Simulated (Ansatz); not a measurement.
# MnPt under pressure

Theory: Ansatz 0.2.0, DFT PBEsol, scalar-relativistic, plane waves, PAW. Cutoff 420 eV, 14×14×12 k-points (Γ-centred), Gaussian smearing of 0.20 eV. Collinear spin, site moments 3.7, 0.4 μB. Phonons by linear response, acoustic sum rule imposed.

The cell, relaxed at this level:
Space group P4/mmm (No. 123). a = 2.869 Å, b = 2.869 Å, c = 3.496 Å, α = 90.00°, β = 90.00°, γ = 90.00°
```
atom site symmetry x y z
  Mn    1a     4/mmm  0.0000  0.0000  0.0000
  Pt    1d     4/mmm  0.5000  0.5000  0.5000
```

In a metal, frequencies and elastic constants depend on the k mesh and the smearing, soft modes and shear constants most. Spin–orbit coupling is left out, which matters for heavy elements.

Optical modes at Γ (cm⁻¹) at zero pressure: 182, 227.

Under hydrostatic pressure the same modes lie at 193, 246 cm⁻¹. What is the pressure, and how much has the cell shrunk?

Answers

6 GPa; the volume is 3.3 % smaller.